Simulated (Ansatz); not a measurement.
# Data sheet: TaSi$_{2}$ (DFT)

TaSi2:
Space group P6₂22 (No. 180); a = b = 4.7799 Å, c = 6.5539 Å, α = β = 90.00°, γ = 120.00°

| atom | site | symmetry | x | y | z |
|---|---|---|---|---|---|
| Ta | 3d | 222 | 0.5000 | 0.0000 | 0.5000 |
| Si | 6j | ..2 | 0.3164 | 0.1582 | 0.1667 |

Space group P6_222 (No. 180); conventional cell a = b = 4.780 Å, c = 6.554 Å, α = β = 90.00°, γ = 120.00°.

Method: the program Ansatz at the r²SCAN level (PAW). The cell and atoms are relaxed at this level. Other levels are named where they apply.

**Cell and energy**

- Volume per atom: 14.41 Å³
- Density: 9.11 g/cm³
- Formation energy from the elements (no fitted shifts): -0.46 eV/atom

**Electronic structure**

- Electronic character = metallic (no gap)
- Density of states at the Fermi level = 0.32 states/eV per atom (mean over ±0.08 eV)

The r²SCAN relaxation kept the symmetry of its start. The run is not spin-polarised. The references are the lowest solids computed at this level, not always the standard phases. Scalar-relativistic: spin–orbit coupling is off unless named, which matters more the heavier the elements.

Potentials: the later of the program's two PAW sets.
